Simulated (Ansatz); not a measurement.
Level of theory: Ansatz 0.2.0, DFT PBE, scalar-relativistic, plane waves, PAW. Settings of the last relaxation (3-atom cell): 420 eV, 12×12×18 k points, Gaussian smearing of 0.10 eV, collinear spin.

The zero of energy is the elements' standard structures at the same level; no fitted shifts are applied.

**Question.** Propose a candidate for a trigonal metal with formula Fe2Pt, with a formation energy near −0.06 eV/atom, a density near 12.68 g/cm³ and a net moment near 2.0 μB per atom, in a cell of 3 atoms.

**Answer.** Fe2Pt, space group P-3m1 (No. 164). Fe has 3 Fe at 2.49 Å, 3 Pt at 2.62 Å, 2 Fe at 2.65 Å, 3 Pt at 2.91 Å and 3 Fe at 3.16 Å; Pt is surrounded by 6 Fe at 2.62 Å, 2 Pt at 2.65 Å and 6 Fe at 2.91 Å.

```
CELL_PARAMETERS angstrom
4.18529 0.00000 0.00000
-2.09264 3.62456 0.00000
0.00000 0.00000 2.64753
ATOMIC_POSITIONS crystal
Fe 0.33333 0.66667 0.88567
Fe 0.66667 0.33333 0.11433
Pt 0.00000 0.00000 0.50000
```

The volume per atom is 13.39 Å³ and the density is 12.68 g/cm³. The formation energy is −0.06 eV/atom. The gap on the 12×12×18 mesh of the 3-atom cell is 0 eV (a metal). The net moment per atom is 1.97 μB and the moment by site is Fe 2.8 (×2); Pt 0.5 μB.

The structure comes from a generated guess, relaxed at this level; another structure or a mixture of phases may lie lower. Other answers may fit too; this one was computed.

These runs have no spin–orbit coupling, which can matter for Pt. The magnetic state reached may not be the lowest. A structure relaxed within its symmetry needn't be a true minimum. Site moments count only spheres around the atoms; the net moment includes the space between them.
